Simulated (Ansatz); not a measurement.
A generator proposed this cell of Mg4TlF3.

```cif
data_structure
_symmetry_space_group_name_H-M 'Pmmm'
_symmetry_Int_Tables_number 47
_cell_length_a 3.4972
_cell_length_b 3.5234
_cell_length_c 9.5297
_cell_angle_alpha 90.000
_cell_angle_beta 90.000
_cell_angle_gamma 90.000
_cell_volume 117.43
loop_
_atom_site_label
_atom_site_type_symbol
_atom_site_symmetry_multiplicity
_atom_site_Wyckoff_symbol
_atom_site_fract_x
_atom_site_fract_y
_atom_site_fract_z
_atom_site_occupancy
Mg1 Mg 2 r 0.00000 0.50000 0.10770 1
Mg2 Mg 2 t 0.50000 0.50000 0.22140 1
Tl1 Tl 1 h 0.50000 0.50000 0.50000 1
F1 F 1 b 0.50000 0.00000 0.00000 1
F2 F 2 q 0.00000 0.00000 0.29923 1
```

Method: Ansatz, DFT PBE, scalar-relativistic, plane waves, PAW. Settings: cutoff 420 eV, Γ-centred mesh 6×6×2 on the computed 8-atom cell, Gaussian smearing of 0.10 eV; no spin polarisation.

The zero of energy is the elements' standard structures at the same level (F₂ as a molecule); no fitted shifts are applied.

Task: What does a single point on this coarse mesh give?

Result: The pressure is 34.1 GPa (the mean over three directions, positive in compression), the largest force is 5.93 eV/Å, and the energy is +0.32 eV/atom against the elements. The shortest distance is 2.05 Å.

Task: How much does it gain on relaxing, and where does it end?

Result: Relaxing gains about 1.7 eV/atom (the start's value is from the coarse mesh, so the gain is rough) in 55 ionic steps and ends at −1.40 eV/atom on the finer mesh. The symmetry stays Pmmm (No. 47). The volume per atom grows by 29.2 %, from 14.7 to 19.0 Å³. The shortest distance goes from 2.05 Å (Mg–Mg) to 2.22 Å (Mg–F). Conventional cell: a = 2.994 Å, b = 3.044 Å, c = 16.648 Å. Mg on its first site is surrounded by 4 F at 2.68 Å and 7 Mg at 2.99–3.25 Å; Tl is surrounded by 4 Tl at 2.99–3.04 Å; around F on a site of symmetry mmm lie 8 Mg at 2.68 Å and 4 F at 2.99–3.04 Å; 2 more sites not described.

The last run used a 12×12×4 mesh (in the run's order of axes) for its 8-atom cell and Gaussian smearing of 0.10 eV. Weakly bound directions are ill-defined at this level, which has no dispersion term. These runs have no spin–orbit coupling, which can matter for Tl. The relaxation can't lower the symmetry of the start. A structure relaxed within its symmetry needn't be a true minimum.
